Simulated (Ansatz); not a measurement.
## 17O quadrupole couplings of several crystals

Computed with Ansatz: DFT, r2SCAN, plane waves and PAW, scalar-relativistic, 500 eV cutoff. Q(17O) = -25.58 mb, I = 5/2. The cells come from the COD and the Materials Project (computed, not necessarily observed phases), with the atoms relaxed (PBE, cell held). Calculated pressures reach 4 GPa in size and forces 0.4 eV/Å in them. Spin–orbit coupling is left out, which moves gradients at and beside heavy atoms (Ba, Bi, La) by some per cent and at some sites by far more.

Question: Rank the structures by their largest 17O |C_Q|, smallest first.
A.
Ba2MgC6N6O6
Space group R-3:H (No. 148); a = 6.9794, c = 16.9761 Å, γ = 120.00°.

| site | Wyckoff | site symmetry | x | y | z |
| --- | --- | --- | --- | --- | --- |
| Ba | 6c | 3. | 0.0000 | 0.0000 | 0.7843 |
| Mg | 3a | -3. | 0.0000 | 0.0000 | 0.0000 |
| C | 18f | 1 | 0.8449 | 0.0576 | 0.4106 |
| N | 18f | 1 | 0.7802 | 0.8390 | 0.4103 |
| O | 18f | 1 | 0.6899 | 0.1087 | 0.4117 |
B.
SrCaLaBiO6
```cif
data_SrCaLaBiO6
_symmetry_space_group_name_H-M 'Pc'
_symmetry_Int_Tables_number 7
_cell_length_a 5.9068
_cell_length_b 6.1288
_cell_length_c 10.3574
_cell_angle_alpha 90.000
_cell_angle_beta 124.688
_cell_angle_gamma 90.000
loop_
_atom_site_label
_atom_site_type_symbol
_atom_site_symmetry_multiplicity
_atom_site_Wyckoff_symbol
_atom_site_fract_x
_atom_site_fract_y
_atom_site_fract_z
Sr Sr 2 a 0.7637 0.7964 0.7513
Ca Ca 2 a 0.4995 0.7542 0.0011
La La 2 a 0.2358 0.3071 0.7545
Bi Bi 2 a 0.9999 0.2471 0.0006
O9 O 2 a 0.8928 0.9515 0.0658
O10 O 2 a 0.1294 0.4753 0.4318
O13 O 2 a 0.7662 0.4450 0.0522
O14 O 2 a 0.2350 0.9354 0.4403
O17 O 2 a 0.3404 0.6939 0.7376
O18 O 2 a 0.6372 0.2022 0.7648
```
C.
CaScBO4
Space group Pnma (No. 62); a = 10.2830, b = 3.3636, c = 9.4320 Å.

```
site  Wyckoff  site symmetry       x       y       z
  Ca       4c            .m.  0.5890  0.7500  0.8429
  Sc       4c            .m.  0.3914  0.2500  0.5727
   B       4c            .m.  0.3042  0.2500  0.8647
 O13       4c            .m.  0.5025  0.7500  0.6159
 O17       4c            .m.  0.2427  0.2500  0.7338
 O21       4c            .m.  0.2675  0.7500  0.4897
 O25       4c            .m.  0.4377  0.2500  0.8750
```

Answer: C (4.35 MHz), B (5.78 MHz), A (7.80 MHz).
